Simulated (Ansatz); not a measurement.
**Where the states of YbB$_{2}$ lie**

```cif
data_structure
_symmetry_space_group_name_H-M 'P6/mmm'
_symmetry_Int_Tables_number 191
_cell_length_a 3.2503
_cell_length_b 3.2503
_cell_length_c 3.7315
_cell_angle_alpha 90.000
_cell_angle_beta 90.000
_cell_angle_gamma 120.000
_cell_volume 34.14
loop_
_atom_site_label
_atom_site_type_symbol
_atom_site_symmetry_multiplicity
_atom_site_Wyckoff_symbol
_atom_site_fract_x
_atom_site_fract_y
_atom_site_fract_z
_atom_site_occupancy
Yb1 Yb 1 a 0.00000 0.00000 0.00000 1
B1 B 2 d 0.33333 0.66667 0.50000 1
```

The runs use the primitive cell with vectors (3.250, 0.000, 0.000), (-1.625, 2.815, 0.000), (0.000, 0.000, 3.732) Å, to which the k mesh refers.

The geometry is COD entry 1510855, unchecked; take it as a test cell.

Semilocal functionals without a Hubbard term describe localised f shells poorly; where the shell is localised, the real material differs.

No spin–orbit coupling, which matters for the heavy atoms here.

The calculation used DFT, PBE, all-electron LAPW, scalar-relativistic in Ansatz 0.2.0.

Sampling and basis: a Γ-centred 13×13×10 k mesh, Fermi–Dirac smearing of 0.05 eV, basis error target 0.5 meV/atom, no spin polarisation.

States per eV and cell, averaged over 0.4 eV, from -5.8 to 3.6 eV, with energies (bin centres) from the Fermi level; empty bins are left out. The partial columns, the largest 3 alone, are projections on Löwdin-orthogonalised atomic shells (those that the program's projection atoms carry: the occupied ones and, for some elements, an empty d or f shell; other empty shells have no column), summed over atoms of an element. Weights on diffuse s and p shells depend on that basis and aren't pure angular character.

```
E (eV)  total  Yb 4f  B 2p  Yb 5d
  -5.7   0.70   0.01  0.34   0.12
  -5.3   0.60   0.01  0.31   0.10
  -4.9   0.53   0.01  0.28   0.09
  -4.5   0.58   0.01  0.33   0.10
  -4.1   0.72   0.01  0.44   0.12
  -3.7   0.75   0.02  0.49   0.12
  -3.3   0.94   0.03  0.68   0.13
  -2.9   1.32   0.05  0.94   0.19
  -2.5   1.22   0.07  0.86   0.18
  -2.1   1.46   0.12  1.02   0.22
  -1.7   2.56   0.27  1.65   0.50
  -1.3   1.82   0.34  1.05   0.37
  -0.9   2.00   1.00  0.68   0.27
  -0.5  26.22  25.15  0.51   0.47
  -0.1   8.28   6.97  0.80   0.44
   0.3   1.16   0.39  0.37   0.38
   0.7   0.96   0.17  0.28   0.48
   1.1   0.83   0.09  0.22   0.49
   1.5   0.62   0.05  0.17   0.38
   1.9   0.39   0.02  0.11   0.25
   2.3   0.16   0.01  0.05   0.10
   2.7   0.19   0.01  0.07   0.11
   3.1   0.49   0.02  0.18   0.27
   3.5   0.88   0.03  0.36   0.42
```

Q: Which of the resolved shells contributes most within 0.3 eV of the Fermi level?

A: Yb 4f, with 81 % of all states there; B 2p follows with 11 %.

Q: Where is the centre of the filled Yb 4f states between -14 eV and the top of the filled states?

A: -0.46 eV from the Fermi level.
